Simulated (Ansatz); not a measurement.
InGaBi2 as one 4-atom ordering (P-4m2) on the zincblende lattice was put through Ansatz (plane waves). The start is a rough guess from atomic radii.

Starting structure:
```xyz
4
Lattice="4.5393 0.0000 0.0000 0.0000 4.5393 0.0000 0.0000 0.0000 6.4196" Properties=species:S:1:pos:R:3 pbc="T T T"
Ga    0.0000    0.0000    0.0000
Bi    0.0000    2.2697    1.6049
In    2.2697    2.2697    3.2098
Bi    2.2697    0.0000    4.8147
```

Abridged output:
```
Pseudopotential: Ga, paw, valence charge 13, recommended cutoff 420 eV (normal)
Pseudopotential: Bi, paw, valence charge 15, recommended cutoff 420 eV (normal)
Pseudopotential: In, paw, valence charge 13, recommended cutoff 420 eV (normal)
Functional definition: PBE
Crystal: 4 atoms, lattice volume = 132.277 Å³
Basis set: ecut = 420 eV, 2589 PW (Γ)
Bands: 34, of which v1, the nominal top of the filled ones, is band 28 counted from 1 (27 counted from 0)
Symmetry: 8 space group operations
Space group: P-4m2 (ITA 115)
k-points: 30 of 144 (time reversal used)
preconditioner: auto → Resta (q_TF=auto, 2.364 Å⁻¹)  ε∞=2.8  [σ=0.020 eV  ℏωp=24.2 eV]
relax step 1: F+E_penalty+E_count = -34173.58338515 eV  max|allowed force component| = 1.071e0 eV/Å  Δτ_max = 0.0000 Å  P = +5.025 GPa  Ω = 132.277 Å³
relax step 2: F+E_penalty+E_count = -34173.83068446 eV  max|allowed force component| = 6.561e-1 eV/Å  Δτ_max = 0.1950 Å  P = +0.468 GPa  Ω = 145.576 Å³
relax step 3: F+E_penalty+E_count = -34173.89269888 eV  max|allowed force component| = 4.693e-2 eV/Å  Δτ_max = 0.0844 Å  P = -0.181 GPa  Ω = 148.291 Å³
relax step 4: F+E_penalty+E_count = -34173.89353667 eV  max|allowed force component| = 2.106e-3 eV/Å  Δτ_max = 0.0060 Å  P = -0.045 GPa  Ω = 147.694 Å³
relax step 5: F+E_penalty+E_count = -34173.89586736 eV  max|allowed force component| = 2.126e-3 eV/Å  Δτ_max = 0.0000 Å  P = -0.056 GPa  Ω = 147.694 Å³  (SCF on a basis re-selected at this cell)
relax step 6: F+E_penalty+E_count = -34173.89595297 eV  max|allowed force component| = 9.847e-4 eV/Å  Δτ_max = 0.0003 Å  P = -0.003 GPa  Ω = 147.453 Å³
relax step 7: F+E_penalty+E_count = -34173.89590277 eV  max|allowed force component| = 9.893e-4 eV/Å  Δτ_max = 0.0000 Å  P = -0.002 GPa  Ω = 147.453 Å³  (SCF on a basis re-selected at this cell)
Free energy (F): -34173.895903 eV
Internal energy: -34173.894883 eV  (E = F + TS)
E sigma→0 (E₀):  -34173.895393 eV
Entropy (-TS):   -0.001020 eV (-0.255 meV/atom)
Fermi energy:    6.714371 eV
--- Per-component energies (eV) ---
  E_band       = -443.782763
  E_kinetic    = 961.496612
  E_local      = -7235.747729
  E_nonlocal   = 1907.028740
  E_hartree    = 2824.631086
  E_xc         = -584.265204
  E_vxc        = -442.246621
  E_paw        = -27468.645554
  E_vpaw       = -1283.575230
  E_ewald      = -4578.391874
  E_smearing   = -0.001020
--- Stress (GPa, compression-positive) ---
       -0.003528       0.000000       0.000000
        0.000000      -0.003528       0.000000
        0.000000       0.000000      -0.000278
  P = ⅓ Tr σ = -0.0024 GPa (-0.024 kbar)
--- Relaxed structure (5 steps of the walk, 5 accepted, 2 SCFs on fresh bases) ---
  F+E_penalty+E_count = -34173.89590277 eV   max|allowed force component| = 9.893e-4 eV/Å
  cell:  # Å, volume = 147.4531 Å³
    - [4.713711, 0.000000, 0.000000]
    - [0.000000, 4.713711, 0.000000]
    - [0.000000, 0.000000, 6.636329]
  atoms:
    - { symbol: Ga, position: [0.000000, 0.000000, 0.000000] }
    - { symbol: Bi, position: [0.000000, 0.500000, 0.233753] }
    - { symbol: In, position: [0.500000, 0.500000, 0.500000] }
    - { symbol: Bi, position: [0.500000, 0.000000, 0.766247] }
```

Question: Write the input file that gave this output.

Answer:
```yaml
crystal:
  # lattice and atoms as above
kpoints:
  mp_grid: { grid: [6, 6, 4] }
hamiltonian:
  xc: pbe
scf:
  occupations: { method: fermi_dirac, width: 0.02 }
relax:
  f_tol: 0.005
  cell: {}
```
The relax steps with a changing cell volume need the relax block with cell. Not every key shows in the log; this is the file that was used.

No spin polarisation. The prototype was imposed, so other structures may be more stable.

Overlapping bands make a metal at that level, for which these meshes are coarse; small forces, stresses and energy differences are uncertain. A small overlap in a semilocal functional can be an artefact that a hybrid or GW lifts.
